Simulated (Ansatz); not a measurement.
Starting cell, AgCl (rock salt):

```
CELL_PARAMETERS angstrom
      0.00000     5.61150     5.61150
      2.80575     0.00000     2.80575
      2.80575     2.80575     0.00000
ATOMIC_POSITIONS crystal
  Cl 0.00000 0.00000 0.00000
  Cl 0.50000 0.00000 0.00000
  Ag 0.25000 0.50000 0.50000
  Ag 0.75000 0.50000 0.50000
```

In this cell atom 1 (Cl, nearest neighbour Ag at 2.806 Å; its periodic images, 4.0 Å or more away, move with it) is moved by s along Cartesian [110], unit vector (0.707, 0.707, 0.000); all other atoms and the cell stay fixed.

Level of theory: PBE (plane waves to 420 eV, PAW, scalar-relativistic; Ansatz, a program for electronic structure). k mesh 4×8×8 (Γ-centred), Fermi-Dirac smearing 0.05 eV. Energies are smeared free energies. F∥ is the force on the atom along that direction. AgCl was relaxed with its symmetry unable to fall. The zero of ΔE is the undisplaced structure.

**Question.** Estimate the ΔE (meV/cell) and F∥ (eV/Å) for s (Å) = -0.672, -0.504, -0.336, -0.168, 0.168, 0.336, 0.672, 0.840.

**Answer.** 
```tsv
s (Å)	ΔE (meV/cell)	F∥ (eV/Å)
-0.672	226	1.000
-0.504	98	0.547
-0.336	33	0.249
-0.168	7	0.086
0.168	7	-0.086
0.336	33	-0.249
0.672	226	-1.000
0.840	442	-1.586
```

(For displaced atoms, the force is minus the slope of the energy, and its curvature is a force constant, which sets phonon frequencies.)
